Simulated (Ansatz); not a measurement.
Relaxation of a relaxed TiB2 cell, doubled along one cell vector, shaken by Gaussian noise of σ = 0.08 Å a coordinate; 6 atoms in the cell, which starts as P1 (No. 1), aP6; a = b = 3.5700 Å, c = 6.1834 Å, α = β = 73.22°, γ = 60.00°. The numbers are results of PBEsol (plane waves to 420 eV, PAW, scalar-relativistic; Ansatz, an electronic-structure program), not measurements. Γ-centred k-mesh 8×4×8 on the run's cell (coarser than for final values), Fermi–Dirac smearing 0.05 eV. This is the first round of the run. 

The optimiser's lines from the output (shortened; P is positive under compression):

```
relax step   1: F+E_penalty+E_count = -5554.32274995 eV  Δ(F+E_penalty+E_count) = +0.000e0 eV  max|allowed force component| = 1.809e0 eV/Å  Δτ_max = 0.0000 Å  P = +2.267 GPa  Ω = 64.344 Å³  (8 SCF iters, dr2 threshold 1.00e-7 eV, accepted)
relax step   2: F+E_penalty+E_count = -5554.82632312 eV  Δ(F+E_penalty+E_count) = -5.036e-1 eV  max|allowed force component| = 1.179e0 eV/Å  Δτ_max = 0.0841 Å  P = +1.499 GPa  Ω = 63.730 Å³  (7 SCF iters, dr2 threshold 6.00e-7 eV, accepted)
relax step   3: F+E_penalty+E_count = -5555.63046637 eV  Δ(F+E_penalty+E_count) = -8.041e-1 eV  max|allowed force component| = 1.523e0 eV/Å  Δτ_max = 0.1533 Å  P = +1.760 GPa  Ω = 62.835 Å³  (6 SCF iters, dr2 threshold 6.00e-7 eV, accepted)
relax step   4: F+E_penalty+E_count = -5556.82627121 eV  Δ(F+E_penalty+E_count) = -1.196e0 eV  max|allowed force component| = 2.373e0 eV/Å  Δτ_max = 0.1475 Å  P = +4.688 GPa  Ω = 61.382 Å³  (6 SCF iters, dr2 threshold 6.00e-7 eV, accepted)
relax step   5: F+E_penalty+E_count = -5558.06606477 eV  Δ(F+E_penalty+E_count) = -1.240e0 eV  max|allowed force component| = 2.555e0 eV/Å  Δτ_max = 0.1076 Å  P = +7.831 GPa  Ω = 59.874 Å³  (7 SCF iters, dr2 threshold 6.00e-7 eV, accepted)
relax step   6: F+E_penalty+E_count = -5559.22834621 eV  Δ(F+E_penalty+E_count) = -1.162e0 eV  max|allowed force component| = 1.184e0 eV/Å  Δτ_max = 0.1414 Å  P = +6.558 GPa  Ω = 59.249 Å³  (6 SCF iters, dr2 threshold 6.00e-7 eV, accepted)
relax step   7: F+E_penalty+E_count = -5559.81991637 eV  Δ(F+E_penalty+E_count) = -5.916e-1 eV  max|allowed force component| = 4.369e-1 eV/Å  Δτ_max = 0.1206 Å  P = +4.105 GPa  Ω = 58.555 Å³  (6 SCF iters, dr2 threshold 6.00e-7 eV, accepted)
relax step   8: F+E_penalty+E_count = -5560.03207250 eV  Δ(F+E_penalty+E_count) = -2.122e-1 eV  max|allowed force component| = 7.988e-2 eV/Å  Δτ_max = 0.1490 Å  P = +0.965 GPa  Ω = 58.432 Å³  (6 SCF iters, dr2 threshold 6.00e-7 eV, accepted)
relax step   9: F+E_penalty+E_count = -5560.03448464 eV  Δ(F+E_penalty+E_count) = -2.412e-3 eV  max|allowed force component| = 2.227e-2 eV/Å  Δτ_max = 0.0103 Å  P = -0.092 GPa  Ω = 58.656 Å³  (6 SCF iters, dr2 threshold 6.00e-7 eV, accepted)
relax step  10: F+E_penalty+E_count = -5560.03499329 eV  Δ(F+E_penalty+E_count) = -5.086e-4 eV  max|allowed force component| = 7.019e-4 eV/Å  Δτ_max = 0.0033 Å  P = +0.004 GPa  Ω = 58.642 Å³  (6 SCF iters, dr2 threshold 6.00e-7 eV, accepted)
relax step  11: F+E_penalty+E_count = -5560.03499198 eV  Δ(F+E_penalty+E_count) = +1.304e-6 eV  max|allowed force component| = 1.852e-4 eV/Å  Δτ_max = 0.0002 Å  P = -0.004 GPa  Ω = 58.648 Å³  (6 SCF iters, dr2 threshold 5.99e-9 eV, accepted)
relax step  12: F+E_penalty+E_count = -5560.22139681 eV  Δ(F+E_penalty+E_count) = -1.864e-1 eV  max|allowed force component| = 2.498e-2 eV/Å  Δτ_max = 0.0000 Å  P = +2.891 GPa  Ω = 58.648 Å³  stress off target by 8.16e0 GPa  SCF on the basis re-selected at this cell (its energy is not comparable with the rows above)  (8 SCF iters)
relax step  13: F+E_penalty+E_count = -5560.24492201 eV  Δ(F+E_penalty+E_count) = -2.353e-2 eV  max|allowed force component| = 2.124e-3 eV/Å  Δτ_max = 0.0046 Å  P = +0.610 GPa  Ω = 59.087 Å³  (6 SCF iters, dr2 threshold 6.00e-7 eV, accepted)
relax step  14: F+E_penalty+E_count = -5560.24566379 eV  Δ(F+E_penalty+E_count) = -7.418e-4 eV  max|allowed force component| = 1.913e-3 eV/Å  Δτ_max = 0.0007 Å  P = -0.013 GPa  Ω = 59.223 Å³  (6 SCF iters, dr2 threshold 6.00e-7 eV, accepted)
relax step  15: F+E_penalty+E_count = -5560.24566773 eV  Δ(F+E_penalty+E_count) = -3.939e-6 eV  max|allowed force component| = 4.407e-4 eV/Å  Δτ_max = 0.0002 Å  P = -0.003 GPa  Ω = 59.218 Å³  (6 SCF iters, dr2 threshold 1.61e-9 eV, accepted)
relax step  16: F+E_penalty+E_count = -5560.24625693 eV  Δ(F+E_penalty+E_count) = -5.892e-4 eV  max|allowed force component| = 4.928e-4 eV/Å  Δτ_max = 0.0000 Å  P = +0.004 GPa  Ω = 59.218 Å³  stress off target by 2.50e-2 GPa  SCF on the basis re-selected at this cell (its energy is not comparable with the rows above)  (8 SCF iters)
relax step  17: F+E_penalty+E_count = -5560.24625708 eV  Δ(F+E_penalty+E_count) = -1.466e-7 eV  max|allowed force component| = 3.466e-5 eV/Å  Δτ_max = 0.0001 Å  P = +0.001 GPa  Ω = 59.218 Å³  (6 SCF iters, dr2 threshold 1.56e-9 eV, accepted)
relax step  18: F+E_penalty+E_count = -5560.24625848 eV  Δ(F+E_penalty+E_count) = -1.402e-6 eV  max|allowed force component| = 3.407e-5 eV/Å  Δτ_max = 0.0000 Å  P = +0.001 GPa  Ω = 59.218 Å³  stress off target by 7.65e-4 GPa  SCF on the basis re-selected at this cell (its energy is not comparable with the rows above)  (7 SCF iters)
```

From the first to the last row the energy changes by -0.99 eV/atom and the volume by -8.0 %. The last row is marked as not comparable with the walk above it, whose basis was carried along; it does compare with step 1, since both stand on a basis selected at the nominal cutoff for their own cell.

Energy and pressure jump between steps 11 and 12 at one geometry, where the plane-wave basis was selected anew. While the cell walks, the set of plane waves is carried along, so its effective cutoff drifts with the strain; re-selecting it at 420 eV moved the energy by -0.031 eV/atom and the pressure by 2.9 GPa. Only step 1 and rows on a re-selected basis compare with each other.

Later rounds, restarted from the end of this one on a renewed k-mesh, logged 12 more steps and released under 0.01 eV/atom more. The final structure after all rounds: R-3m, hexagonal axes (No. 166), hR3; a = 2.973 Å, b = 2.973 Å, c = 11.605 Å, α = 90.00°, β = 90.00°, γ = 120.00°. Between re-selections the logged energies stand on a plane-wave basis carried along with the cell. No spin polarisation in the result.

The relaxed structure here is a generated cell of TiB2: the first start was made by placing the elements on the sites of a structure type, and the end was not matched to a known phase here, so it may be hypothetical. Known forms of TiB2 include space group No. 191.
